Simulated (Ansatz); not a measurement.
**Li5Au3: stable or not**

It was reached by relaxing an invented guess, and it needn't be the stable form of this composition.

Level of theory: Ansatz, DFT PBE, scalar-relativistic, plane waves, PAW. Plane waves to 420 eV, an 8×8×8 mesh through Γ for the 8-atom cell and 0.10 eV Gaussian smearing; no spin polarisation.

```
Li Au
1.0
    -3.13291    3.13291    3.13291
     3.13291   -3.13291    3.13291
     3.13291    3.13291   -3.13291
Li Au
5 3
Direct
  0.50000 0.50000 0.50000
  0.00000 0.00000 0.50000
  0.00000 0.50000 0.00000
  0.50000 0.00000 0.00000
  0.00000 0.00000 0.00000
  0.00000 0.50000 0.50000
  0.50000 0.00000 0.50000
  0.50000 0.50000 0.00000
```

The zero of energy is the elements' standard structures at the same level; no fitted shifts are applied.

Task: These tests were run: energy against the elements; phonons on a 2×2×2 q mesh. What do they show?

Result:

| test | result |
| --- | --- |
| energy against the elements | −0.46 eV/atom |
| phonons on a 2×2×2 q mesh | no imaginary mode on the mesh |

It fails none of these tests. Other phases of the system weren't compared here, so this isn't yet thermodynamic stability.

These runs have no spin–orbit coupling, which can matter for Au. The run for the phonons used an 8×8×8 k mesh and Fermi–Dirac smearing of 0.15 eV.
